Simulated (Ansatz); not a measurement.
## Calculation log, TiRe (Pm-3m) (elastic constants by finite strains)

Method: r²SCAN, PAW on Ansatz 0.2.0's default frozen-core files (fitted under PBE), scalar-relativistic.

Cell and atoms were relaxed beforehand by PAW with this functional.

Command:

```sh
ansatz run input.yaml --threads 1 --pin off --max-ram 2560MiB --backend cpu --events-out ev --progress --plain --runs-dir out
```

Input:

```yaml
crystal:
  lattice:
    - [3.1044494354, 0.0, 0.0]
    - [0.0, 3.1044494354, 0.0]
    - [0.0, 0.0, 3.1044494354]
  atoms:
    - { symbol: Ti, position: [0.5, 0.5, 0.5] }
    - { symbol: Re, position: [0.0, 0.0, 0.0] }
kpoints:
  mp_grid: { grid: [14, 14, 14] }
scf:
  occupations: { method: fermi_dirac, width: 0.1 }
hamiltonian:
  xc: r2scan
  pseudopotentials: { kind: paw }
elastic:
  mode: relaxed_ion
  stencil: four_point
  amplitude: 0.005
```

Output:

```
Warning: RAYON_NUM_THREADS=1 ignored (pool sized by the plan → 1); use --threads N
Engine: ansatz 0.2.0, x86_64-unknown-linux-gnu
Pseudopotentials: kind: paw
Pseudopotential: Ti, paw, valence charge 12, recommended cutoff 500 eV (meta_gga), Ti.paw.azcp
Pseudopotential: Re, paw, valence charge 15, recommended cutoff 500 eV (meta_gga), Re.paw.azcp
Functional definition: r2SCAN
  parameter k0 = 0.174
  parameter k1 = 0.065
  parameter a1 = 4.9479
  exchange = r2scan_x(k0 = k0, k1 = k1, a1 = a1)
  correlation = r2scan_c
Crystal: 2 atoms, lattice volume = 29.919 Å³
Basis set: ecut = 500 eV, 751 PW (Γ), exchange–correlation on 96×96×96 points (64 copies of the dense FFT grid, shifted against one another)
Bands: 18, of which v1, the nominal top of the filled ones, is band 14 counted from 1 (13 counted from 0)
Symmetry: 48 space group operations
Space group: Pm-3m (ITA 221), of the structure as read, at distance tolerance 3.1e-5 Å
k-points: 120 of 2744
Non-local potential: Ti, projectors of the file, l = 0: 3, l = 1: 2, l = 2: 3, l = 3: 1
Non-local potential: Re, projectors of the file, l = 0: 3, l = 1: 2, l = 2: 2, l = 3: 1
[... 168 lines left out ...]
  moduli (Voigt/Reuss/Hill, GPa): K = 239.57/239.57/239.57   G = 75.27/72.55/73.91   E = 201.06   ν = 0.360
  mechanically stable: yes (min eigenvalue of sym C = 63.12 GPa)
  strain η (Voigt 11):  stress-route row diagonal C_11 = 364.24 GPa, energy-path curvature d²(F+E_count+ΔE)/dδ²/Ω₀ = 364.23 GPa
    cells at ±δ against ±2δ: C11 364.46 and 365.13 GPa, apart by 0.18 % of the column's largest entry
         δ    σ_11 (GPa)             F (eV)   n_scf  n_hpsi   n_pw
    -1.000e-2      -3.7788      -13386.0777544      11  120121    768   relax 0 steps, max|allowed force component| 2.76e-30 eV/Å
    -5.000e-3      -1.8503      -13386.0803735       7  100963    772   relax 0 steps, max|allowed force component| 7.89e-30 eV/Å
     5.000e-3       1.7943      -13386.0803865       7  105037    784   relax 0 steps, max|allowed force component| 9.66e-30 eV/Å
     1.000e-2       3.5238      -13386.0779004      10  109913    784   relax 0 steps, max|allowed force component| 8.87e-30 eV/Å
  strain η (Voigt 23):  stress-route row diagonal C_44 = 63.12 GPa, energy-path curvature d²(F+E_count+ΔE)/dδ²/Ω₀ = 63.11 GPa
    cells at ±δ against ±2δ: C44 63.27 and 63.72 GPa, apart by 0.72 % of the column's largest entry
         δ    σ_23 (GPa)             F (eV)   n_scf  n_hpsi   n_pw
    -1.000e-2      -0.6372      -13386.0806387      10  170164    776   relax 0 steps, max|allowed force component| 0.00e0 eV/Å
    -5.000e-3      -0.3164      -13386.0810834       5  146905    774   relax 0 steps, max|allowed force component| 1.26e-29 eV/Å
     5.000e-3       0.3164      -13386.0810834       5  144775    774   relax 0 steps, max|allowed force component| 1.34e-29 eV/Å
     1.000e-2       0.6372      -13386.0806387       8  148628    776   relax 0 steps, max|allowed force component| 6.31e-30 eV/Å
```

The run converged.

Elastic constants:

Elastic constants of a crystal by Kohn-Sham DFT: slopes of the stress over finite engineering strains of the given cell, Voigt indices, Cartesian axes as in the input.

```json
{"Pressure at rest": "-0.005 GPa", "Least elastic eigenvalue": "63.12 GPa", "Elastically stable": "yes"}
```

```csv
index,elastic (GPa)
11,364.2
12,177.2
44,63.12
```

**Strained cells**

Stress of each strained cell less that at rest, tension positive.

```tsv
strain component	strain	stress xx (GPa)	stress yy (GPa)	stress zz (GPa)	stress yz (GPa)	stress xz (GPa)	stress xy (GPa)	relaxation steps
xx	-0.01	-3.784	-1.819	-1.819	0	0	0	0
xx	-0.005	-1.855	-0.8979	-0.8979	0	0	0	0
xx	0.005	1.789	0.8742	0.8742	0	0	0	0
xx	0.01	3.519	1.724	1.724	0	0	0	0
yz	-0.01	-0.0147	-0.018	-0.018	-0.6372	0	0	0
yz	-0.005	-0.0037	-0.0045	-0.0045	-0.3164	0	0	0
yz	0.005	-0.0037	-0.0045	-0.0045	0.3164	0	0	0
yz	0.01	-0.0147	-0.018	-0.018	0.6372	0	0	0
```

### Elastic moduli

Hill averages of a grain aggregate, Debye temperature from the mean sound speed over directions.

```json
{
  "Bulk modulus": "239.6 GPa",
  "Shear modulus": "73.91 GPa",
  "Young modulus": "201.1 GPa",
  "Poisson ratio": "0.3601",
  "Bulk over shear modulus": "3.241",
  "Elastic anisotropy index": "0.1877",
  "Least young modulus": "174.1 GPa",
  "Largest young modulus": "248.2 GPa",
  "Longitudinal sound speed": "5102 m/s",
  "Transverse sound speed": "2385 m/s",
  "Elastic debye temperature": "323.6 K",
  "Linear compressibility (x, y, z)": "1.391, 1.391, 1.391 1/TPa",
  "Zener ratio": "0.675",
  "Cauchy pressure": "114.1 GPa"
}
```

Caveats: frozen-core PAW files fitted under PBE, their cores solved anew for the functional of the run; responses of metals move with mesh and smearing; no spin-orbit coupling on heavy atoms; the softest shear constant rests on one k mesh, and a soft shear can herald a distortion on cooling.

It took 91 s on 1 thread of Intel(R) Xeon(R) 6975P-C (Granite Rapids), on a shared host, peak memory 0.67 GiB.
